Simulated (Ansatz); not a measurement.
## Data sheet: HfTeS (DFT)

HfTeS:
```yaml
crystal:
  lattice:
    - [3.81273, 0.00000, 0.00000]
    - [-1.90637, 3.30192, 0.00000]
    - [0.00000, 0.00000, 6.45866]
  atoms:
    - { symbol: Hf, position: [0.33333, 0.66667, 0.03005] }
    - { symbol: Te, position: [0.00000, 0.00000, 0.74146] }
    - { symbol: S, position: [0.66667, 0.33333, 0.22848] }
```

Space group P3m1 (No. 156); conventional cell a = b = 3.8127 Å, c = 6.4587 Å, α = β = 90.00°, γ = 120.00°.

Method: plane-wave PAW r²SCAN+D4 (Ansatz code). The cell and atoms are relaxed at this level. Other levels are named where they apply.

**Cell and energy**

Volume per atom: 27.10 Å³
Density: 6.91 g/cm³
Formation energy from the elements (no fitted shifts): -1.38 eV/atom

**Electronic structure**

- Band gap: 0.13 eV (indirect)
- Valence-band maximum: at Γ
- Conduction-band minimum: at L (3 equivalent valleys)
- Smallest direct gap on the standard path: 0.84 eV
- Electron effective mass: 0.22, 1.4, 7.0 mₑ (principal values)
- Hole effective mass, band 1 of 2 at the edge: 0.19 along x, 3.0 along z (mₑ)
- Hole effective mass, band 2 of 2 at the edge: 0.092 along x, 3.0 along z (mₑ)
- HSE06 gap on the r²SCAN+D4 cell: 0.40 eV
- Gap with spin–orbit coupling: none (metallic)
- Z2 indices of the occupied bands with spin–orbit coupling: 0;(000)

**Mechanics**

Bulk modulus (Birch–Murnaghan fit): 20.9 GPa
Pressure derivative B′: 12.3
Elastic constants (relaxed ions, GPa): C11 = 114, C12 = 23.4, C13 = 6.2, C14 = -2.2, C33 = 26.6, C44 = 7.8
Mechanical stability: stable (all eigenvalues of C positive)
Hill bulk and shear moduli: 28.9 and 20.2 GPa
Young's modulus: 49.1 GPa
Poisson's ratio: 0.22
Debye temperature from the elastic constants: 187 K

**Phonons**

- Highest zone-centre frequency (without LO–TO term): 280 cm⁻¹
- Zone-centre stability: no imaginary mode at Γ

**Charges**

* **Bader charges**: Hf +2.02, Te -0.84, S -1.18 e

The first step of the workflow began from a Materials Project structure, measured or hypothetical; the Crystallography Open Database copy checked does not list it. Whether it is the stable phase at ambient conditions was not checked. Symmetry was held in the r²SCAN+D4 relaxation. No spin polarisation was allowed. The references are the lowest solids computed at this level, not always the standard phases. Scalar-relativistic: spin–orbit coupling is off unless named, which matters more the heavier the elements.

Potentials: the later of the program's two PAW sets.
